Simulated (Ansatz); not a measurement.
Mg:
```
Mg
1.0
    3.19388     0.00000     0.00000
   -1.59694     2.76598     0.00000
    0.00000     0.00000     5.10513
Mg
2
Direct
  0.33333   0.66667   0.75000
  0.66667   0.33333   0.25000
```

Relaxed with r²SCAN. Special points in fractions of this cell's reciprocal vectors: Γ (0.000, 0.000, 0.000); M (0.500, 0.000, 0.000); K (0.333, 0.333, 0.000); A (0.000, 0.000, 0.500); L (0.500, 0.000, 0.500); H (0.333, 0.333, 0.500).

List the band energies nearest the Fermi level at these points for DFT-r²SCAN in the program Ansatz with PAW potentials.

In eV from the Fermi level; about four levels below and three above (degenerate sets whole), none deeper than 8.9 eV; … stands for higher levels left out; points with the same levels are listed once.

```json
[
 {"k": "Γ", "below": "-7.47 -1.84 -1.04", "above": "11.60 11.60 11.78 11.78"},
 {"k": "M", "below": "-2.44 -2.28", "above": "2.87 3.15 3.75"},
 {"k": "K", "below": "-0.87 -0.66 -0.66", "above": "4.44 4.44 4.78"},
 {"k": "A", "below": "-5.94 -5.94", "above": "5.69 5.69 …"},
 {"k": "L", "below": "-1.29 -1.29 -0.41 -0.41", "above": "8.57 8.57 …"},
 {"k": "H", "below": "–", "above": "0.12 0.12 0.58 0.58"}
]
```

Space group P6_3/mmc (hcp (Mg type)). The r²SCAN relaxation kept the symmetry of its start.

Potentials: the later of the program's two PAW sets.
